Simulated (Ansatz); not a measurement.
Pt (fcc (Cu type)), relaxed and computed with several functionals in Ansatz (plane waves, PAW).

```tsv
functional	a (Å)	B₀ by P(V) fit (GPa)	K_Hill (GPa)	G_Hill (GPa)	Θ_D (K)
PBEsol	3.918	287	288	72.3	250
r²SCAN+D4	3.930	279	280	63.5	235
LDA	3.894	307	307	75.5	254
PBE	[?]	[?]	[?]	[?]	[?]
PBE+D3(BJ)	3.928	276	276	72.0	249
r²SCAN	3.940	271	272	60.5	229
```

Task: Complete the blanks.

Result: 
- PBE, a (Å): 3.970
- PBE, B₀ by P(V) fit (GPa): 248
- PBE, K_Hill (GPa): 248
- PBE, G_Hill (GPa): 60.9
- PBE, Θ_D (K): 231

All cells were relaxed under the symmetry of their starts (and spin orders); stability against distortions was not tested throughout. Rows with no word on spin ran without spin polarisation. Scalar-relativistic: spin–orbit coupling is off unless named, which matters more the heavier the elements.

Potentials: the later of the program's two PAW sets.

Ansatz (a first-principles code) is a plane-wave DFT program.
